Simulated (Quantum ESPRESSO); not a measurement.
Ga3InP4, convergence and cost over cutoff and k mesh

A calculation, not a measurement. The program is pw.x of Quantum ESPRESSO 7.5 (plane-wave density functional theory). The cell is made up: 8 atoms on a zincblende/diamond lattice, with randomly drawn elements, strain and displacements, not relaxed. PseudoDojo standard norm-conserving files (v0.5 for PBE, v0.4.1 for LDA and PBEsol) set the functional; there is no spin polarisation, spin-orbit coupling or dispersion term, and the masses in the input are unused placeholders.

Input of the run in row 4:

```
&control calculation='scf', pseudo_dir='./dojo.nc.sr.pbe.v0_5.standard.upf', outdir='./o', disk_io='low', tprnfor=.true., tstress=.true. /
&system ibrav=0, nat=8, ntyp=3, nbnd=42, ecutwfc=79.96652505, nosym=.true., tot_charge=0,
 occupations='smearing', smearing='fd', degauss=0.0018374661
/
&electrons conv_thr=7.350e-09, electron_maxstep=60, /
ATOMIC_SPECIES
Ga 1.0 Ga.upf
In 1.0 In.upf
P 1.0 P.upf
CELL_PARAMETERS angstrom
5.4574 -0.0217 -0.0262
-0.0217 5.5074 0.0747
-0.0262 0.0747 5.499
ATOMIC_POSITIONS angstrom
Ga 0.07 -0.0293 0.0192
Ga 0.0632 2.7491 2.7727
Ga 2.7762 0.0872 2.6266
In 2.8077 2.8034 0.0396
P 1.2675 1.3335 1.4272
P 1.2893 4.268 4.1754
P 4.0745 1.4396 4.0553
P 4.0226 4.1484 1.3163
K_POINTS automatic
4 4 4 1 1 1
```

The same cell was run at these settings. Meshes are shifted by half a step, and differences are from the last row, which is itself not exact.

| cutoff (eV) | k mesh | k points solved | threshold (eV) | free energy less the last row's (eV) | pressure (GPa) | largest stress difference (GPa) | largest force difference (eV/Å) | iterations | wall time (s) | k-point pools | processor |
| --- | --- | --- | --- | --- | --- | --- | --- | --- | --- | --- | --- |
| 762 | 2 x 2 x 2 | 4 | 1e-04 | 5.617 | -35.89 | 43.84 | 0.040 | 7 | 12 | 4 | Intel Xeon, 2023 or later |
| 1088 | 2 x 2 x 2 | 4 | 1e-07 | 0.500 | 7.97 | 0.33 | 0.039 | 10 | 18 | 4 | Intel Xeon, 2023 or later |
| 616 | 4 x 4 x 4 | 32 | 1e-07 | 45.829 | -227.57 | 235.48 | 0.030 | 10 | 29 | 4 | Intel Xeon, 2023 or later |
| 1088 | 4 x 4 x 4 | 32 | 1e-07 | 0.010 | 7.62 | 0.02 | 0.002 | 10 | 63 | 4 | Intel Xeon, 2023 or later |
| 1377 | 6 x 6 x 6 | 108 | 1e-07 | 0.000 | 7.64 | 0.00 | 0.000 | 10 | 311 | 4 | Intel Xeon, 2023 or later |

Each pool is one process. Wall times include start-up and a band step at six k points, which weighs most on the coarsest meshes. The runs were on shared virtual cores whose load varied, so times are rough.